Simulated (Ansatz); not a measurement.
LaNbF₂: rattling a relaxed structure

It was reached by relaxing an invented guess, and it needn't be the stable form of this composition.

Level of theory: DFT PBE, scalar-relativistic, plane waves, PAW (Ansatz 0.2.0). Plane waves to 420 eV, a k mesh through Γ of 8×8×4 on the computed 8-atom cell and Gaussian smearing (0.10 eV); no spin polarisation.

The cell below (8 atoms, space group P4/nmm (No. 129)) is relaxed within its symmetry.

```
CELL_PARAMETERS angstrom
3.68984 0.00000 0.00000
0.00000 3.68984 0.00000
0.00000 0.00000 10.38723
ATOMIC_POSITIONS crystal
La 0.50000 0.00000 0.83055
La 0.00000 0.50000 0.16945
Nb 0.50000 0.50000 0.50000
Nb 0.00000 0.00000 0.50000
F 0.50000 0.50000 0.00000
F 0.00000 0.00000 0.00000
F 0.50000 0.00000 0.18303
F 0.00000 0.50000 0.81697
```

For the test it was strained at random (σ = 1.5 % a component), the atoms were moved at random (σ = 0.15 Å), and all was relaxed again on a coarse 6×6×2 mesh (in the run’s order of axes) with 0.20 eV smearing, with no symmetry imposed.

The cell is a metal run without spin; a magnetic state may lie lower.

**Question.** What happens?

**Answer.** It doesn't return. The energy falls by 229 meV/atom on that mesh, the volume changes by -7.3 %, and the end has space group P4/nmm (No. 129) at a loose tolerance. Relaxed again on an 8×8×4 mesh with 0.10 eV smearing, the new structure lies 221 meV/atom below the first (mesh in the axes of the run's cell; the cell below is made exact in the group named). Space group P4/nmm (No. 129), tetragonal, a = 3.734 Å, c = 9.415 Å. La has 8 F at 2.56–2.65 Å, 1 Nb at 3.42 Å and 4 Nb at 3.63 Å; Nb is surrounded by 1 F at 2.24 Å, 4 Nb at 2.80 Å, 1 La at 3.42 Å and 4 La at 3.63 Å; F on a site of symmetry -4m2 has 4 La at 2.56 Å and 8 F at 2.64–2.74 Å; F on a site of symmetry 4mm has 1 Nb at 2.24 Å, 4 La at 2.65 Å and 4 F at 2.74 Å.

```
La Nb F
1.0
     3.73376    0.00000    0.00000
     0.00000    3.73376    0.00000
     0.00000    0.00000    9.41475
La Nb F
2 2 4
Cartesian
  0.0000 1.8669 7.6643
  1.8669 0.0000 1.7505
  1.8669 0.0000 5.1693
  0.0000 1.8669 4.2454
  0.0000 0.0000 0.0000
  1.8669 1.8669 0.0000
  0.0000 1.8669 2.0047
  1.8669 0.0000 7.4101
```
